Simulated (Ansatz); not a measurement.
Ir:
```yaml
crystal:
  lattice:
    - [0.00000, 2.75311, 2.75311]
    - [2.75311, 0.00000, 2.75311]
    - [2.75311, 2.75311, 0.00000]
  atoms:
    - { symbol: Ir, position: [0.00000, 0.00000, 0.00000] }
    - { symbol: Ir, position: [0.25000, 0.25000, 0.25000] }
```

Relaxed with PBEsol. Special points in fractions of this cell's reciprocal vectors: Γ (0.000, 0.000, 0.000); X (0.500, 0.000, 0.500); U (0.625, 0.250, 0.625); K (0.375, 0.375, 0.750); L (0.500, 0.500, 0.500); W (0.500, 0.250, 0.750).

List the band energies nearest the Fermi level at these points for PBEsol in the plane-wave PAW code Ansatz.

In eV from the Fermi level; about four levels below and three above (degenerate sets whole), none deeper than 8.9 eV; points with the same levels are listed once.

| k | below | above |
|---|---|---|
| Γ | -4.83 -4.83 -4.83 -1.81 -1.81 -1.81 | 0.87 0.87 10.73 |
| X | -3.79 -3.79 -2.58 -2.58 | 0.62 0.62 2.02 2.02 |
| U | -4.07 -2.96 -2.86 -2.62 | 0.85 0.99 1.08 |
| L | -4.89 -4.89 -2.10 -1.03 -1.03 | 0.29 0.29 1.50 |
| W | -3.31 -3.31 -3.03 -3.03 | 1.13 1.13 1.61 1.61 |

Space group Fd-3m (diamond). The start of the workflow was typed in or built on a structure type; neither database checked (COD, Materials Project) lists it. It is not the phase usual at ambient conditions (space group No. 225). Symmetry was held in the PBEsol relaxation; whether a distortion lowers the energy is not shown. The run is not spin-polarised. Spin–orbit coupling is left out wherever it is not named.

Potentials: the earlier of the program's two PAW sets. The files were generated under PBE; for other functionals the program regenerates the frozen cores, and for LDA and PBEsol the local potential too.
